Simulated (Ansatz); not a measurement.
A trial cell of Ga3BSb2, before relaxation:

Space group R-3m:H (No. 166). a = 5.799 Å, b = 5.799 Å, c = 12.971 Å, α = 90.00°, β = 90.00°, γ = 120.00°
| atom | site | symmetry | x | y | z |
| --- | --- | --- | --- | --- | --- |
| Ga | 9d | .2/m | 0.8333 | 0.1667 | 0.1667 |
| B | 3a | -3m | 0.0000 | 0.0000 | 0.0000 |
| Sb | 6c | 3m | 0.3333 | 0.6667 | 0.2937 |

Theory: DFT PBE, scalar-relativistic, plane waves, PAW in Ansatz 0.2.0. Cutoff 420 eV, Gaussian smearing, Γ-centred meshes. Cell and atoms relax on a converged mesh. In metals the finer mesh still leaves noise of several meV/atom or more. The steps can't lower the symmetry of their start. No spin polarisation.

A guess keeps its type if space group and coordination stay and the shape of the cell changes little (axis ratios within about 15 %, angles within 6°); the volume may change.

Q: Will the relaxed cell still be of the starting type?

A: It doesn't keep its type. The symmetry stays R-3m (No. 166). The volume per atom shrinks by 2.7 %, from 21.0 to 20.4 Å³. The shortest distance goes from 2.73 Å (Ga–B) to 2.56 Å (Ga–B). The ratio c/a of the conventional cell changes by a factor of 0.78. Counting neighbours within 15 % of an atom's shortest distance, the start has B 6, Ga 6, Sb 16 and the end B 6, Ga 4, Sb 4. In detail, at the end Ga has 2 B at 2.56 Å, 2 Sb at 2.83 Å, 4 Ga at 3.12 Å and 4 Sb at 3.44 Å; around B lie 6 Ga at 2.56 Å; around Sb lie 3 Ga at 2.83 Å and 1 Sb at 2.93 Å.

```
Ga B Sb
1.0
     3.11504    1.79847    3.64378
    -3.11504    1.79847    3.64378
     0.00000   -3.59694    3.64378
Ga B Sb
3 1 2
Direct
  0.00000 0.50000 0.00000
  0.50000 0.00000 0.00000
  0.00000 0.00000 0.50000
  0.00000 0.00000 0.00000
  0.63382 0.63382 0.63382
  0.36618 0.36618 0.36618
```

The last run used a 12×12×12 mesh for its 6-atom cell and Gaussian smearing of 0.10 eV. These runs have no spin–orbit coupling, which can matter for Sb. Symmetry constrained the relaxation, so the result can be a saddle point. Another cell of Ga3BSb2 relaxed alike, in P-3m1, lies 242 meV/atom lower, so this cell isn't the stable form at this level.
